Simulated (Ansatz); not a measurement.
Computed with Ansatz 0.2.0, DFT PBE, scalar-relativistic, plane waves, PAW. Settings: cutoff 420 eV, Γ-centred meshes spaced at most about 0.3 Å⁻¹, and about 0.25 Å⁻¹ or finer for metals (2π included), Gaussian smearing. No spin polarisation in the final relaxations.

All energies are static (0 K, no zero-point motion). All come from trial cells, and lower structures may exist.

**Question.** Which of these relaxed structures of AlCu5 is the lowest in energy?
A.

```
CELL_PARAMETERS angstrom
2.65489 0.00000 0.00000
0.00000 3.57630 0.00000
0.00000 0.00000 7.83549
ATOMIC_POSITIONS crystal
Al 0.50000 0.50000 0.50000
Cu 0.50000 0.50000 0.83634
Cu 0.00000 0.00000 0.67044
Cu 0.00000 0.00000 0.32956
Cu 0.50000 0.50000 0.16366
Cu 0.00000 0.00000 0.00000
```

B.

```
CELL_PARAMETERS angstrom
3.01178 0.00000 0.00000
0.00000 3.01178 0.00000
0.00000 0.00000 8.20454
ATOMIC_POSITIONS crystal
Al 0.00000 0.00000 0.50000
Cu 0.00000 0.00000 0.83681
Cu 0.50000 0.50000 0.67139
Cu 0.50000 0.50000 0.32861
Cu 0.00000 0.00000 0.16319
Cu 0.50000 0.50000 0.00000
```

**Answer.** A. It has Al and Cu ordered on fcc sites, space group Pmmm (No. 47); the next, B, with Al and Cu ordered on bcc sites, space group P4/mmm (No. 123), lies 14 meV/atom higher. Counting all near atoms (those within 1.25 times the shortest distance at each site; a plus sign parts nearer from farther groups; a slash parts the counts of unlike sites), the lowest has Al 12, Cu 12 and the next has Al 14, Cu 10+4/14.

The k mesh leaves some 4 meV/atom of noise in the energy of each metallic cell. Cells relaxed within their symmetry can be saddle points. The Pmmm cell of AlCu5 came from shaking the P4/mmm one. Some candidate types were left out of the draw beforehand, so a known form may be missing.
